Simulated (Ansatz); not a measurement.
The relaxed structure here is a generated cell of InSe: the first start was made by a random draw of sites in a space group, and the end was not matched to a known phase here, so it may be hypothetical. Known forms of InSe include space group No. 194.

The end point of a relaxation of InSe. Space group I4mm (No. 107). Calculation: r2SCAN (plane waves to 500 eV, PAW, scalar-relativistic; Ansatz, a quantum-chemistry and plane-wave program).

```xyz
6
Lattice="-2.5639 2.5639 6.5424 2.5639 -2.5639 6.5424 2.5639 2.5639 -6.5424" Properties=species:S:1:pos:R:3 pbc="T T T"
In     0.0000     0.0000     4.4176
In     0.0000     0.0000     7.4337
In     0.0000     0.0000     0.7397
Se     2.5639     0.0000     1.8697
Se     0.0000     2.5639     1.8697
Se     0.0000     0.0000    11.3342
```

For InSe, the volume per atom comes out as 28.67 Å³ and the band gap is zero (metallic). The shortest distances is In–Se 2.49 Å; In–In 3.02 Å and the k-mesh is 13×13×13.

Band energies at high-symmetry points (eV from the Fermi level; labels of this space group; no spin-orbit coupling), from −5 eV up to 5.0 eV:

```tsv
point	energies
Γ	-4.78 -4.78 -4.47 -3.36 -1.94 -1.94 -1.63 -1.38 -1.38 -0.56 0.41 2.90 3.52 3.52 4.94
X	-4.01 -3.56 -2.95 -2.91 -2.04 -0.96 -0.70 -0.66 -0.03 2.46 3.16 3.59 4.22 4.58 4.97
P	-4.22 -3.33 -3.33 -2.50 -1.44 -1.44 -0.70 -0.66 -0.51 3.06 3.39 3.39 4.34 4.58 4.58
N	-4.62 -3.64 -3.55 -2.97 -2.63 -1.61 -0.95 -0.50 0.43 2.05 2.44 2.64 3.24 4.85
M	-4.87 -4.87 -4.04 -2.16 -1.86 -1.86 -1.80 -1.57 -1.11 -1.11 -0.28 2.16 3.34 3.34 4.22 4.22
S	-4.39 -3.96 -3.21 -3.19 -2.21 -1.77 -0.93 -0.73 0.28 1.71 2.53 2.77 3.41 4.41 4.59
S0	-4.39 -3.96 -3.21 -3.19 -2.21 -1.77 -0.93 -0.73 0.28 1.71 2.53 2.77 3.41 4.41 4.59
R	-4.29 -3.18 -2.92 -2.89 -2.07 -1.01 -0.93 -0.76 -0.08 2.52 3.25 3.61 3.71 4.51
```

No spin polarisation in the result. The relaxed primitive cell holds an odd number of electrons. A magnetic state may lie lower.

The run could not lose the symmetry of its start, so the end can be a saddle point.
